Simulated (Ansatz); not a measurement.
Cu Kα1 powder pattern (kinematic, no thermal factors).
```tsv
2θ (°)	relative intensity
16.73	61
26.42	70
31.44	45
33.83	19
37.72	77
41.52	24
43.43	100
51.55	23
51.75	2
54.40	26
57.33	9
59.02	10
61.47	13
64.19	11
65.61	11
65.78	5
71.16	5
72.04	43
77.38	8
78.39	3
80.55	8
83.00	3
83.45	13
84.44	8
86.57	2
89.00	2
```

The pattern is computed from a structure relaxed with DFT PBE, scalar-relativistic, plane waves, PAW in Ansatz. No spin polarisation. Its elements are Al, As.

Problem. Give the structure.

Solution. Al2As.
Space group P4mm (No. 99). a = 3.370 Å, b = 3.370 Å, c = 5.296 Å, α = 90.00°, β = 90.00°, γ = 90.00°
| atom | site | symmetry | x | y | z |
| --- | --- | --- | --- | --- | --- |
| Al | 1a | 4mm | 0.0000 | 0.0000 | 0.6195 |
| Al | 1b | 4mm | 0.5000 | 0.5000 | 0.3252 |
| As | 1a | 4mm | 0.0000 | 0.0000 | 0.0999 |

A pattern alone doesn't exclude other cells with like lines; this is the one computed.

The cell was found from a structure generator's guess, not taken from experiment.
